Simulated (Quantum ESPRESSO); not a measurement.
Ge6AlN, input and log of a self-consistent run

Simulated, not a measurement. The program is pw.x of Quantum ESPRESSO 7.5 (plane-wave density functional theory). The cell is made up: 8 atoms on a zincblende/diamond lattice, with randomly drawn elements, strain and displacements, not relaxed. PseudoDojo standard norm-conserving files (v0.5 for PBE, v0.4.1 for LDA and PBEsol) set the functional; there is no spin polarisation, spin-orbit coupling or dispersion term, and the masses in the input are unused placeholders.

Input:

```
&control calculation='scf', pseudo_dir='./dojo.nc.sr.pbe.v0_5.standard.upf', outdir='./o', disk_io='low', tprnfor=.true., tstress=.true. /
&system ibrav=0, nat=8, ntyp=3, nbnd=56, ecutwfc=84.00895049, nosym=.true., tot_charge=0,
 occupations='smearing', smearing='fd', degauss=0.0073498644
/
&electrons conv_thr=7.350e-09, electron_maxstep=60, /
ATOMIC_SPECIES
Al 1.0 Al.upf
Ge 1.0 Ge.upf
N 1.0 N.upf
CELL_PARAMETERS angstrom
6.0046 -0.0182 0.0182
-0.0182 5.8715 0.0273
0.0182 0.0273 5.9959
ATOMIC_POSITIONS angstrom
Ge -0.0916 0.0106 -0.0514
Al -0.0613 2.9272 3.0319
Ge 3.0225 -0.0269 2.9832
N 2.9808 2.8599 0.027
Ge 1.4192 1.4378 1.5168
Ge 1.488 4.374 4.5474
Ge 4.4766 1.4619 4.4416
Ge 4.4322 4.4785 1.5292
K_POINTS automatic
6 6 6 1 1 1
```

The log is shortened where brackets say so; the opening notice, blank lines, dates and the lines on written files are dropped, and the path of the files is cut. It prints rydbergs, bohrs and kilobars, and counts compression as positive stress.

```
     Program PWSCF v.7.5
     Parallel version (MPI & OpenMP), running on       4 processor cores
     Number of MPI processes:                 4
     Threads/MPI process:                     1
     [start-up lines left out]
     bravais-lattice index     =            0
     lattice parameter (alat)  =      11.3472  a.u.
     unit-cell volume          =    1426.4837 (a.u.)^3
     number of atoms/cell      =            8
     number of atomic types    =            3
     number of electrons       =        92.00
     number of Kohn-Sham states=           56
     kinetic-energy cutoff     =      84.0090  Ry
     charge density cutoff     =     336.0358  Ry
     scf convergence threshold =      7.3E-09
     mixing beta               =       0.7000
     number of iterations used =            8  plain     mixing
     Exchange-correlation= PBE
                           (   1   4   3   4   0   0   0)
     [axes and pseudopotential details left out]
   Cartesian axes
     site n.     atom                  positions (alat units)
         1        Ge     tau(   1) = (  -0.0152548   0.0017653  -0.0085600  )
         2        Al     tau(   2) = (  -0.0102087   0.4874884   0.5049249  )
         3        Ge     tau(   3) = (   0.5033595  -0.0044799   0.4968145  )
         4        N      tau(   4) = (   0.4964149   0.4762805   0.0044965  )
         5        Ge     tau(   5) = (   0.2363500   0.2394476   0.2526040  )
         6        Ge     tau(   6) = (   0.2478077   0.7284348   0.7573124  )
         7        Ge     tau(   7) = (   0.7455216   0.2434611   0.7396928  )
         8        Ge     tau(   8) = (   0.7381273   0.7458380   0.2546691  )
     number of k points=   108  Fermi-Dirac smearing, width (Ry)=  0.0073
     Number of k-points >= 100: set verbosity='high' to print them.
     Dense  grid:   148345 G-vectors     FFT dimensions: (  72,  72,  72)
     Estimated max dynamical RAM per process >     646.57 MB
     Estimated total dynamical RAM >       2.42 GB
     Initial potential from superposition of free atoms
     starting charge      91.9926, renormalised to      92.0000
     Starting wfcs are   62 randomized atomic wfcs
     total cpu time spent up to now is       10.6 secs
     per-process dynamical memory:   568.1 Mb
     Self-consistent Calculation
     iteration #  1     ecut=    84.01 Ry     beta= 0.70
     Davidson diagonalization with overlap
     ethr =  1.00E-02,  avg # of iterations =  3.1
     Threshold (ethr) on eigenvalues was too large:
     Diagonalizing with lowered threshold
     Davidson diagonalization with overlap
     ethr =  8.85E-04,  avg # of iterations =  1.8
     total cpu time spent up to now is       59.7 secs
     total energy              =   -1096.38087863 Ry
     estimated scf accuracy    <       0.80503673 Ry
     iteration #  2     ecut=    84.01 Ry     beta= 0.70
     Davidson diagonalization with overlap
     ethr =  8.75E-04,  avg # of iterations =  9.2
     total cpu time spent up to now is       89.2 secs
     total energy              =   -1096.21212154 Ry
     estimated scf accuracy    <       7.87182347 Ry
     iteration #  3     ecut=    84.01 Ry     beta= 0.70
     Davidson diagonalization with overlap
     ethr =  8.75E-04,  avg # of iterations =  6.1
     total cpu time spent up to now is      121.9 secs
     total energy              =   -1096.87982677 Ry
     estimated scf accuracy    <       0.09643079 Ry
     iteration #  4     ecut=    84.01 Ry     beta= 0.70
     Davidson diagonalization with overlap
     ethr =  1.05E-04,  avg # of iterations =  4.3
     total cpu time spent up to now is      147.7 secs
     total energy              =   -1096.89352785 Ry
     estimated scf accuracy    <       0.00522105 Ry
     iteration #  5     ecut=    84.01 Ry     beta= 0.70
     Davidson diagonalization with overlap
     ethr =  5.68E-06,  avg # of iterations =  6.7
     total cpu time spent up to now is      177.5 secs
     total energy              =   -1096.89372076 Ry
     estimated scf accuracy    <       0.00786655 Ry
     [iterations 6 to 7 left out]
     iteration #  8     ecut=    84.01 Ry     beta= 0.70
     Davidson diagonalization with overlap
     ethr =  2.60E-08,  avg # of iterations =  3.4
     total cpu time spent up to now is      245.1 secs
     total energy              =   -1096.89452044 Ry
     estimated scf accuracy    <       0.00000368 Ry
     iteration #  9     ecut=    84.01 Ry     beta= 0.70
     Davidson diagonalization with overlap
     ethr =  4.00E-09,  avg # of iterations =  2.1
     total cpu time spent up to now is      267.0 secs
     total energy              =   -1096.89452127 Ry
     estimated scf accuracy    <       0.00000230 Ry
     iteration # 10     ecut=    84.01 Ry     beta= 0.70
     Davidson diagonalization with overlap
     ethr =  2.50E-09,  avg # of iterations =  2.0
     total cpu time spent up to now is      288.1 secs
     total energy              =   -1096.89452151 Ry
     estimated scf accuracy    <       0.00000009 Ry
     iteration # 11     ecut=    84.01 Ry     beta= 0.70
     Davidson diagonalization with overlap
     ethr =  9.85E-11,  avg # of iterations =  4.0
     total cpu time spent up to now is      312.6 secs
     total energy              =   -1096.89452153 Ry
     estimated scf accuracy    <       0.00000009 Ry
     iteration # 12     ecut=    84.01 Ry     beta= 0.70
     Davidson diagonalization with overlap
     ethr =  9.52E-11,  avg # of iterations =  2.0
     total cpu time spent up to now is      333.7 secs
     End of self-consistent calculation
     Number of k-points >= 100: set verbosity='high' to print the bands.
     the Fermi energy is     5.4319 ev
!    total energy              =   -1096.89452154 Ry
     estimated scf accuracy    <          8.2E-10 Ry
     smearing contrib. (-TS)   =      -0.00749434 Ry
     internal energy E=F+TS    =   -1096.88702720 Ry
     The total energy is F=E-TS. E is the sum of the following terms:
     one-electron contribution =    -672.53194365 Ry
     hartree contribution      =     386.82775317 Ry
     xc contribution           =    -269.04483670 Ry
     ewald contribution        =    -542.13800003 Ry
     convergence has been achieved in  12 iterations
     Forces acting on atoms (cartesian axes, Ry/au):
     atom    1 type  2   force =     0.01290147   -0.00197086    0.00027174
     atom    2 type  1   force =     0.00654682    0.01992916   -0.01487396
     atom    3 type  2   force =    -0.02813127    0.00796298    0.00843537
     atom    4 type  3   force =    -0.01309464    0.00701076   -0.00438160
     atom    5 type  2   force =     0.02853351    0.02402191   -0.02352438
     atom    6 type  2   force =     0.02115288   -0.02561329    0.01823647
     atom    7 type  2   force =    -0.02862665    0.02126672    0.03673314
     atom    8 type  2   force =     0.00071788   -0.05260737   -0.02089679
     Total force =     0.105848     Total SCF correction =     0.000196
     Computing stress (Cartesian axis) and pressure
          total   stress  (Ry/bohr**3)                   (kbar)     P=      -72.67
  -0.00052651   0.00003115  -0.00003871          -77.45        4.58       -5.69
   0.00003115  -0.00042866   0.00000337            4.58      -63.06        0.50
  -0.00003871   0.00000337  -0.00052691           -5.69        0.50      -77.51
     init_run     :      9.83s CPU     10.20s WALL (       1 calls)
     electrons    :    321.74s CPU    323.10s WALL (       1 calls)
     forces       :      3.70s CPU      3.72s WALL (       1 calls)
     stress       :     13.07s CPU     13.07s WALL (       1 calls)
     [timing details left out]
     PWSCF        :   5m48.89s CPU   5m50.77s WALL
     JOB DONE.
```

In other units: free energy -14924.010 eV for the cell, pressure -7.27 GPa, largest force component 1.353 eV/Å. A rerun of this cell at 1437 eV and a 8 x 8 x 8 mesh moved values by no more than 0.003 eV in energy, 0.02 GPa in stress and 0.006 eV/Å in force.